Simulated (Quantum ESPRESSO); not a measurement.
Space group P-3m1 (No. 164); a = b = 6.2979 Å, c = 5.1033 Å, α = β = 90.00°, γ = 120.00°

| atom | site | symmetry | x | y | z |
|---|---|---|---|---|---|
| Li | 1a | -3m. | 0.0000 | 0.0000 | 0.0000 |
| F | 6i | .m. | 0.2683 | 0.1341 | 0.2819 |
| Al | 1b | -3m. | 0.0000 | 0.0000 | 0.5000 |
| Cs | 2d | 3m. | 0.3333 | 0.6667 | 0.2287 |

The geometry is that of Materials Project entry mp-1206808, symmetrised and not relaxed again.

**Question.** What does norm-conserving LDA (Quantum ESPRESSO, 84 Ry, no spin-orbit coupling) give for the electronic structure near the Fermi level?

**Answer.** The LDA gap is direct, 6.56 eV at Γ. 

The structure is a Materials Project entry; no match was found in the copy of COD used, and its stability was not checked.
